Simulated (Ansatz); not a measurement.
The end point of a relaxation of Mg2Si. Space group Fm-3m (No. 225), AFLOW prototype AB2_cF12_225_a_c (C1, as in CaF2). Calculation: PBE (plane waves to 420 eV, PAW, scalar-relativistic; Ansatz, a program for electronic structure).

```cif
data_Mg2Si
_chemical_formula_sum 'Si1 Mg2'
_space_group_name_H-M_alt 'P 1'
_space_group_IT_number 1
_cell_length_a 4.50033
_cell_length_b 4.50033
_cell_length_c 4.50033
_cell_angle_alpha 60.000
_cell_angle_beta 60.000
_cell_angle_gamma 60.000
loop_
_space_group_symop_operation_xyz
  'x, y, z'
loop_
_atom_site_label
_atom_site_type_symbol
_atom_site_fract_x
_atom_site_fract_y
_atom_site_fract_z
_atom_site_occupancy
Si1 Si 0.00000 0.00000 0.00000 1
Mg1 Mg 0.25000 0.25000 0.25000 1
Mg2 Mg 0.75000 0.75000 0.75000 1
```

**Question.** Estimate the band gap that PBE returns for this input.

**Answer.** 0.22 eV, indirect (valence top at Γ, conduction bottom at X) (no spin-orbit coupling).

**Question.** What is the computed smallest direct gap (PBE)?

**Answer.** 1.84 eV at Γ.

No spin polarisation in the result.

The run could not lose the symmetry of its start; a randomly shaken copy of 3 atoms returns to this structure.

All atoms sit on sites fixed by symmetry, so only the cell could relax.
